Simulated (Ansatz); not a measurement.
Consider the following.

WS$_{2}$:
```yaml
crystal:
  lattice:
    - [3.12713, 0.00000, 0.00000]
    - [-1.56356, 2.70817, 0.00000]
    - [0.00000, 0.00000, 12.15764]
  atoms:
    - { symbol: W, position: [0.33333, 0.66667, 0.25000] }
    - { symbol: W, position: [0.66667, 0.33333, 0.75000] }
    - { symbol: S, position: [0.33333, 0.66667, 0.62152] }
    - { symbol: S, position: [0.66667, 0.33333, 0.37848] }
    - { symbol: S, position: [0.66667, 0.33333, 0.12152] }
    - { symbol: S, position: [0.33333, 0.66667, 0.87848] }
```

This is the LDA-relaxed structure. Tensor components refer to the Cartesian frame of this cell.

All from the program Ansatz at the LDA level (PAW), unless another level is named. Give the vibrational entropy at 300 K.

22.4 J/(K·mol of atoms).

What about the Debye temperature from the elastic constants?

312 K.

What about the highest zone-centre frequency (without LO–TO term)?

441 cm^-1.

Next, the elastic constants (relaxed ions, GPa)?

C11 = 262, C12 = 56.2, C13 = 10.5, C33 = 51.3, C44 = 20.3.

Space group P6_3/mmc. The cell was relaxed with LDA under the symmetry of its start; phonons on a q-mesh show no instability. No spin polarisation was allowed. A crystal of weakly bound layers computed without a dispersion correction: the cell and the soft elastic constants depend strongly on that. Scalar-relativistic: spin–orbit coupling is off unless named, which matters more the heavier the elements.

Potentials: the earlier of the program's two PAW sets.
